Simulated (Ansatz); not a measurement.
PbS:
```cif
data_PbS
_chemical_formula_sum 'Pb1 S1'
_space_group_name_H-M_alt 'P 1'
_space_group_IT_number 1
_cell_length_a 4.22460
_cell_length_b 4.22460
_cell_length_c 4.22460
_cell_angle_alpha 60.000
_cell_angle_beta 60.000
_cell_angle_gamma 60.000
loop_
_space_group_symop_operation_xyz
  'x, y, z'
loop_
_atom_site_label
_atom_site_type_symbol
_atom_site_fract_x
_atom_site_fract_y
_atom_site_fract_z
_atom_site_occupancy
Pb1 Pb 0.00000 0.00000 0.00000 1
S1 S 0.50000 0.50000 0.50000 1
```

Relaxed with r²SCAN. Independent-particle spectrum: no excitons, no local fields, no scissors shift; 0.1 eV broadening; ε₁ of the summed bands alone.

### Question
Tabulate the dielectric function from r²SCAN in the plane-wave PAW code Ansatz.

### Answer


```
E (eV)  ε₁ xx  ε₂ xx
------  -----  -----
0.0     13.83   0.00
0.5     14.34   0.00
1.0     15.61   0.99
1.5     17.41   2.42
2.0     20.21   5.54
2.5     22.20  11.80
3.0     19.63  24.62
3.5     -3.31  31.05
4.0     -6.96  14.08
4.5     -6.29  10.87
5.0     -5.63   6.77
5.5     -4.16   4.51
6.0     -2.97   3.61
6.5     -1.95   2.70
7.0     -0.88   2.44
7.5     -0.33   3.12
8.0     -1.12   1.90
8.5      0.30   2.45
9.0     -0.80   4.05
9.5     -0.56   2.52
10.0    -1.10   2.55
10.5    -0.80   2.44
11.0    -0.85   2.06
11.5    -0.88   1.85
12.0    -0.93   1.66
```

### Question
From ε at 2.6 eV (xx: 22.58 + 13.93i), find n, k, the normal reflectivity and the absorption coefficient.

### Answer
n = 4.96, k = 1.406, R = 47 %, α = 2kE/ħc = 370000 cm⁻¹.

With all bands, ε∞ without local fields is 14.0.

Space group Fm-3m (rock salt). Symmetry was held in the r²SCAN relaxation. Scalar-relativistic: spin–orbit coupling is off unless named, which matters more the heavier the elements.

Potentials: the later of the program's two PAW sets.
